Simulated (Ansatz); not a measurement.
Consider the following.

BiTe (space group P-3m1)

```xyz
12
Lattice="4.3876 0.0000 0.0000 -2.1938 3.7997 0.0000 0.0000 0.0000 23.6126" Properties=species:S:1:pos:R:3 pbc="T T T"
Bi     0.0000     2.5332     6.8908
Bi     2.1938     1.2666    16.7219
Bi     0.0000     0.0000    20.6749
Bi     0.0000     0.0000     2.9378
Bi     2.1938     1.2666    10.9767
Bi     0.0000     2.5332    12.6360
Te     0.0000     2.5332     1.2461
Te     2.1938     1.2666    22.3666
Te     0.0000     0.0000    15.0101
Te     0.0000     0.0000     8.6026
Te     2.1938     1.2666     4.9266
Te     0.0000     2.5332    18.6861
```

The atoms are displaced by Q × the pattern below (from a DFPT mode at Γ, largest move 1; Q in Å), at fixed cell.

```json
[
 {"atom": "Bi1", "x": "0.000", "y": "0.000", "z": "0.784"},
 {"atom": "Bi2", "x": "0.000", "y": "0.000", "z": "-0.784"},
 {"atom": "Bi3", "x": "0.000", "y": "0.000", "z": "0.872"},
 {"atom": "Bi4", "x": "0.000", "y": "0.000", "z": "-0.872"},
 {"atom": "Bi5", "x": "0.000", "y": "0.000", "z": "0.037"},
 {"atom": "Bi6", "x": "0.000", "y": "0.000", "z": "-0.037"},
 {"atom": "Te7", "x": "0.000", "y": "0.000", "z": "-1.000"},
 {"atom": "Te8", "x": "0.000", "y": "0.000", "z": "1.000"},
 {"atom": "Te9", "x": "0.000", "y": "0.000", "z": "-0.928"},
 {"atom": "Te10", "x": "0.000", "y": "0.000", "z": "0.928"},
 {"atom": "Te11", "x": "0.000", "y": "0.000", "z": "-0.044"},
 {"atom": "Te12", "x": "0.000", "y": "0.000", "z": "0.044"}
]
```

These are LDA (plane waves to 420 eV, PAW, scalar-relativistic; Ansatz, a quantum-chemistry and plane-wave program) values and carry that method's errors. k mesh 7×7×2 (Γ-centred), Fermi-Dirac smearing 0.05 eV. E stands for the smeared free energy. BiTe was relaxed with its symmetry unable to fall. Spin-orbit coupling is left out, though Bi and Te are heavy. ΔE is measured from the undisplaced structure.

The scan covers Q from -0.180 to 0.180 Å in 13 points.

### Question
Is the energy the same for displacements of ±0.180 Å, and if not, which side lies higher?

### Answer
Not even: the positive side lies higher at ±0.180 Å.

### Question
What is the energy change at Q = 0.180 Å?

### Answer
258.7 meV/cell.

### Question
What harmonic wavenumber does the curvature at Q = 0 give?

### Answer
63 cm⁻¹.

(For displaced atoms, the force is minus the slope of the energy, and its curvature is a force constant, which sets phonon frequencies.)
